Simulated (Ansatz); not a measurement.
B2Ru:
```yaml
crystal:
  lattice:
    - [2.82975, 0.00000, 0.00000]
    - [0.00000, 4.59831, 0.00000]
    - [0.00000, 0.00000, 4.00072]
  atoms:
    - { symbol: B, position: [0.00000, 0.80432, 0.36280] }
    - { symbol: B, position: [0.00000, 0.19568, 0.36280] }
    - { symbol: B, position: [0.50000, 0.69568, 0.63720] }
    - { symbol: B, position: [0.50000, 0.30432, 0.63720] }
    - { symbol: Ru, position: [0.00000, 0.00000, 0.84870] }
    - { symbol: Ru, position: [0.50000, 0.50000, 0.15130] }
```

Relaxed with LDA. Special points in fractions of this cell's reciprocal vectors: Γ (0.000, 0.000, 0.000); X (0.500, 0.000, 0.000); S (0.500, 0.500, 0.000); Y (0.000, 0.500, 0.000); Z (0.000, 0.000, 0.500); U (0.500, 0.000, 0.500); R (0.500, 0.500, 0.500); T (0.000, 0.500, 0.500).

Q: List the band energies nearest the Fermi level at these points for DFT-LDA in the program Ansatz with PAW potentials.

A: In eV from the Fermi level; about four levels below and three above (degenerate sets whole), none deeper than 8.9 eV; points with the same levels are listed once.

```tsv
k	below	above
Γ	-3.12 -2.24 -1.82 -1.20	0.02 1.91 4.13
X	-5.11 -5.11 -2.30 -2.30	0.63 0.63 1.79 1.79
S	-3.89 -3.89 -0.31 -0.31	1.54 1.54 3.55 3.55
Y	-2.99 -2.99 -2.30 -2.30	2.35 2.35 2.62 2.62
Z	-2.56 -1.92 -1.90 -0.59	0.80 2.95 4.14
U	-0.22 -0.22 -0.20 -0.20	1.18 1.18 6.52 6.52
R	-3.27 -3.27 -2.54 -2.54	0.99 0.99 1.11 1.11
T	-2.78 -2.78 -1.41 -1.41	0.38 0.38 2.75 2.75
```

Space group Pmmn. The first step of the workflow began from a Materials Project structure, measured or hypothetical; the Crystallography Open Database files this formula in space group No. 59, but the cells were not matched. Whether it is the stable phase at ambient conditions was not checked. Symmetry was held in the LDA relaxation; its stability against distortions is not shown here. No spin polarisation was allowed. Scalar-relativistic: spin–orbit coupling is off unless named, which matters more the heavier the elements.

Potentials: the later of the program's two PAW sets.
